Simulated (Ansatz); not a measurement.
The cell below belongs to a search over invented structures; it isn't taken from experiment.

Input and command of a plane-wave DFT calculation in Ansatz:

```yaml
crystal:
  lattice:
    - [4.69357288, 0.0, 0.0]
    - [-2.34678644, 4.06475335, 0.0]
    - [0.0, 0.0, 7.3285161]
  atoms:
    - { symbol: Sc, position: [0.5, 0.0, 0.0] }
    - { symbol: Sc, position: [0.0, 0.5, 0.0] }
    - { symbol: Sc, position: [0.5, 0.5, 0.0] }
    - { symbol: Sc, position: [0.0, 0.0, 0.5] }
    - { symbol: Si, position: [0.0, 0.0, 0.0] }
    - { symbol: S, position: [0.0, 0.0, 0.805165] }
    - { symbol: S, position: [0.0, 0.0, 0.194835] }
basis:
  ecutwfc: 420
kpoints:
  mp_grid: { grid: [4, 4, 2] }
hamiltonian:
  xc: pbe
scf:
  occupations: { method: gaussian, width: 0.2 }
  lower_state_search: "off"
output:
  forces: true
  stress: true
  eigenvalues: true
relax:
  adjacent_minimum: "off"
  f_tol: 0.08
  max_steps: 16
  cell: { stress_tol: 0.8 }
```

```bash
ansatz run input.yaml --threads 1 --pin off --max-ram 2560MiB --backend cpu --events-out ev --progress --plain --runs-dir out
```

Processor: AMD EPYC (Zen 3), 1 thread, on a host shared with other jobs.

Q: Estimate time, memory and problem size.

A: About 2.7 min, peak memory 0.52 GiB. It solves 37 bands at 8 k points (after reduction by symmetry) with about 5359 plane waves (on the last cell), in 91 SCF iterations over 12 ionic steps.
